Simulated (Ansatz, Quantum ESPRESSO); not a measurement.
Given: the input of a run of Quantum ESPRESSO 7.5 on Ca3Lu. The cell comes from a database or a generator and needn't be the stable form of this composition.

File pw.in:

```
&CONTROL
  calculation = 'scf'
  prefix = 'pwscf'
  outdir = './tmp'
  pseudo_dir = './pseudo'
  tprnfor = .true.
  tstress = .true.
  disk_io = 'low'
/
&SYSTEM
  ibrav = 0
  nat = 4
  ntyp = 2
  ecutwfc = 55
  ecutrho = 440
  nbnd = 37
  occupations = 'smearing'
  smearing = 'fd'
  degauss = 0.00367493
/
&ELECTRONS
  conv_thr = 8d-10
  electron_maxstep = 120
  mixing_beta = 0.5
/
ATOMIC_SPECIES
Lu   174.9668 Lu.paw.z_25.atompaw.wentzcovitch.v1.2.upf
Ca    40.0780 Ca_pbe_v1.uspp.F.UPF
CELL_PARAMETERS angstrom
   5.3617750000    0.0000000000    0.0000000000
   0.0000000000    5.3617750000    0.0000000000
   0.0000000000    0.0000000000    5.3617750000
ATOMIC_POSITIONS crystal
Lu     0.5000000000    0.5000000000    0.5000000000
Ca     0.0000000000    0.0000000000    0.5000000000
Ca     0.0000000000    0.5000000000    0.0000000000
Ca     0.5000000000    0.0000000000    0.0000000000
K_POINTS automatic
5 5 5 0 0 0
```

The input pp_density.in:

```
&INPUTPP
  prefix = 'pwscf'
  outdir = './tmp'
  filplot = 'density.dat'
  plot_num = 0
/
&PLOT
  nfile = 1
  filepp(1) = 'density.dat'
  iflag = 3
  output_format = 6
  fileout = 'density.cube'
/
```

File pp_potential.in:

```
&INPUTPP
  prefix = 'pwscf'
  outdir = './tmp'
  filplot = 'potential.dat'
  plot_num = 11
/
&PLOT
  nfile = 1
  filepp(1) = 'potential.dat'
  iflag = 3
  output_format = 6
  fileout = 'potential.cube'
/
```

Potentials or basis: SSSP 1.3 efficiency PBE.

Command:

```bash
$ OMP_NUM_THREADS=1 pw.x -in pw.in > pw.out
$ OMP_NUM_THREADS=1 pp.x -in pp_density.in > pp_density.out
$ OMP_NUM_THREADS=1 pp.x -in pp_potential.in > pp_potential.out
```

Task: Set up the same calculation for Ansatz 0.2.0. Potentials or basis there: Ansatz PAW, cutoff 420 eV.

Result: As run (cutoffs and basis follow the program's own potentials, and thresholds, step limits or extra output files can differ):

The input input.yaml:

```yaml
crystal:
  lattice:
    - [5.361775, 0.0, 0.0]
    - [0.0, 5.361775, 0.0]
    - [0.0, 0.0, 5.361775]
  atoms:
    - { symbol: Lu, position: [0.5, 0.5, 0.5] }
    - { symbol: Ca, position: [0.0, 0.0, 0.5] }
    - { symbol: Ca, position: [0.0, 0.5, 0.0] }
    - { symbol: Ca, position: [0.5, 0.0, 0.0] }
hamiltonian:
  xc: pbe
  pseudopotentials: { kind: paw }
kpoints:
  mp_grid: { grid: [5, 5, 5] }
scf:
  occupations: { method: fermi_dirac, width: 0.05 }
output:
  forces: true
  stress: true
  eigenvalues: true
```

Potentials or basis: Ansatz PAW.

Run with:

```sh
$ ansatz run input.yaml --threads 2 --pin off --max-ram 5120MiB --backend cpu --events-out ev --progress --plain --runs-dir out
```

Both were run:

|  | Quantum ESPRESSO | Ansatz |
| --- | --- | --- |
| Pressure | -0.1 GPa | 0.0 GPa |

Ansatz's pressure holds a Pulay term of +0.01 GPa for its cutoff of 420 eV, which the other run lacks.

Where Ansatz's input types no cutoff or centring, it takes its own default and a Γ-centred mesh.

Pressure is positive in compression.
